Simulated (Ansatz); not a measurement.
Hf$_{3}$Si$_{2}$:
```yaml
crystal:
  lattice:
    - [6.99467, 0.00000, 0.00000]
    - [0.00000, 6.99467, 0.00000]
    - [0.00000, 0.00000, 3.66793]
  atoms:
    - { symbol: Hf, position: [0.67309, 0.82691, 0.50000] }
    - { symbol: Hf, position: [0.32691, 0.17309, 0.50000] }
    - { symbol: Hf, position: [0.17309, 0.67309, 0.50000] }
    - { symbol: Hf, position: [0.82691, 0.32691, 0.50000] }
    - { symbol: Hf, position: [0.50000, 0.50000, 0.00000] }
    - { symbol: Hf, position: [0.00000, 0.00000, 0.00000] }
    - { symbol: Si, position: [0.62370, 0.12370, 0.00000] }
    - { symbol: Si, position: [0.37630, 0.87630, 0.00000] }
    - { symbol: Si, position: [0.87630, 0.62370, 0.00000] }
    - { symbol: Si, position: [0.12370, 0.37630, 0.00000] }
```

Relaxed with r²SCAN.

Q: Map the electron localisation function on the plane through (0.500, 0.500, 0.000) spanned by u = [1, 0, 0] and v = [0, 1, 0] in lattice vectors, from plane-wave PAW r²SCAN (Ansatz code).

A: x is the fraction of u, y of v (the angle between them is 90°; rows are the nearest grid lines); atoms in the plane: Hf at (0.00, 0.00), Hf at (0.50, 0.50), Si at (0.12, 0.62), Si at (0.88, 0.38), Si at (0.38, 0.12), Si at (0.62, 0.88).
```
y \ x   0.000  0.0857  0.171  0.286  0.371  0.457  0.543  0.629  0.714  0.829  0.914   1.00
------  -----  ------  -----  -----  -----  -----  -----  -----  -----  -----  -----  -----
1.00    0.750   0.796  0.117  0.760  0.612  0.690  0.690  0.612  0.760  0.117  0.796  0.750
0.914   0.796   0.497  0.175  0.518  0.437  0.594  0.375  0.239  0.577  0.222  0.497  0.796
0.857   0.211   0.117  0.397  0.388  0.315  0.612  0.353  0.470  0.518  0.477  0.136  0.211
0.771   0.569   0.697  0.742  0.544  0.428  0.657  0.751  0.622  0.745  0.537  0.459  0.569
0.686   0.737   0.334  0.383  0.711  0.385  0.177  0.215  0.537  0.601  0.333  0.491  0.737
0.629   0.612   0.239  0.242  0.696  0.148  0.323  0.267  0.148  0.456  0.329  0.437  0.612
0.543   0.690   0.375  0.514  0.525  0.267  0.844  0.844  0.323  0.391  0.649  0.594  0.690
0.457   0.690   0.594  0.649  0.391  0.323  0.844  0.844  0.267  0.525  0.514  0.375  0.690
0.371   0.612   0.437  0.329  0.456  0.148  0.267  0.323  0.148  0.696  0.242  0.239  0.612
0.314   0.737   0.491  0.333  0.601  0.537  0.215  0.177  0.385  0.711  0.383  0.334  0.737
0.229   0.569   0.459  0.537  0.745  0.622  0.751  0.657  0.428  0.544  0.742  0.697  0.569
0.143   0.211   0.136  0.477  0.518  0.470  0.353  0.612  0.315  0.388  0.397  0.117  0.211
0.0857  0.796   0.497  0.222  0.577  0.239  0.375  0.594  0.437  0.518  0.175  0.497  0.796
0.000   0.750   0.796  0.117  0.760  0.612  0.690  0.690  0.612  0.760  0.117  0.796  0.750
```

The density is the valence pseudo-density with augmentation charge, so density and ELF within about 1 Å of a nucleus are not all-electron values.

Space group P4/mbm. The first step of the workflow began from a Materials Project structure, measured or hypothetical; the Crystallography Open Database copy checked does not list it. Its standing as an ambient phase is unchecked. The cell was relaxed with r²SCAN under the symmetry of its start; whether a distortion lowers the energy is not shown. No spin polarisation was allowed. Spin–orbit coupling is left out wherever it is not named.

Potentials: the later of the program's two PAW sets.
